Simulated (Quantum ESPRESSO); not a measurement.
pw.x input (Quantum ESPRESSO 7.5; PBEsol, PseudoDojo standard norm-conserving files, scalar-relativistic):

```
&CONTROL
  calculation = 'scf'
  pseudo_dir = './pseudo'
  outdir = './out'
  tprnfor = .true.
  tstress = .true.
/
&SYSTEM
  ibrav = 0
  nat = 8
  ntyp = 3
  ecutwfc = 84.0
  ecutrho = 336.0
  occupations = 'smearing'
  smearing = 'fd'
  degauss = 0.002
  nbnd = 25
/
&ELECTRONS
  conv_thr = 8e-10
/
ATOMIC_SPECIES
N 14.0070 N.upf
Al 26.9815 Al.upf
Ga 69.7230 Ga.upf
CELL_PARAMETERS angstrom
  5.037690000000   0.000000000000   0.000000000000
  0.000000000000   3.125440000000   0.000000000000
 -0.003353000000   0.000000000000   5.411169000000
ATOMIC_POSITIONS crystal
N   0.110100000000   0.000000000000   0.666300000000
N   0.122600000000   0.500000000000   0.167200000000
N   0.625900000000   0.500000000000   0.841300000000
N   0.623500000000   0.000000000000   0.325300000000
Al   0.500100000000   0.500000000000   0.167300000000
Al   0.000800000000   0.500000000000   0.835000000000
Al   0.000900000000   0.000000000000   0.331600000000
Ga   0.499700000000   0.000000000000   0.666200000000
K_POINTS automatic
6 8 6 0 0 0
```

End of the output:

```
     total energy              =    -250.04796080 Ry
     estimated scf accuracy    <       0.00000005 Ry
     total energy              =    -250.04796082 Ry
     estimated scf accuracy    <          6.3E-09 Ry
     total energy              =    -250.04796082 Ry
     estimated scf accuracy    <          1.7E-09 Ry
[...]
     the Fermi energy is    10.1943 ev
!    total energy              =    -250.04796082 Ry
     estimated scf accuracy    <          1.6E-10 Ry
     smearing contrib. (-TS)   =       0.00000000 Ry
     internal energy E=F+TS    =    -250.04796082 Ry
     The total energy is F=E-TS. E is the sum of the following terms:
     one-electron contribution =     -94.80473511 Ry
     hartree contribution      =      79.31755001 Ry
     xc contribution           =     -72.85176850 Ry
     ewald contribution        =    -161.70900723 Ry
     convergence has been achieved in  14 iterations
     Forces acting on atoms (cartesian axes, Ry/au):
     atom    1 type  1   force =     0.00425519    0.00000000    0.00000642
     atom    2 type  1   force =     0.00016946    0.00000000    0.00005337
     atom    3 type  1   force =    -0.00376344    0.00000000   -0.00523363
     atom    4 type  1   force =    -0.00158956    0.00000000    0.00442644
     atom    5 type  2   force =    -0.00042443    0.00000000    0.00091063
     atom    6 type  2   force =     0.00123986    0.00000000    0.00061548
     atom    7 type  2   force =     0.00081284    0.00000000   -0.00071895
     atom    8 type  3   force =    -0.00069992    0.00000000   -0.00005976
     Total force =     0.009296     Total SCF correction =     0.000012
     Computing stress (Cartesian axis) and pressure
          total   stress  (Ry/bohr**3)                   (kbar)     P=        7.85
   0.00005263   0.00000000  -0.00000262            7.74        0.00       -0.39
   0.00000000   0.00005367   0.00000000            0.00        7.89        0.00
  -0.00000262   0.00000000   0.00005370           -0.39        0.00        7.90
```
In a gapped system the printed Fermi energy is only some level inside the gap.

Spin-orbit coupling is not included.

Geometry of the Materials Project entry, not relaxed at this level.
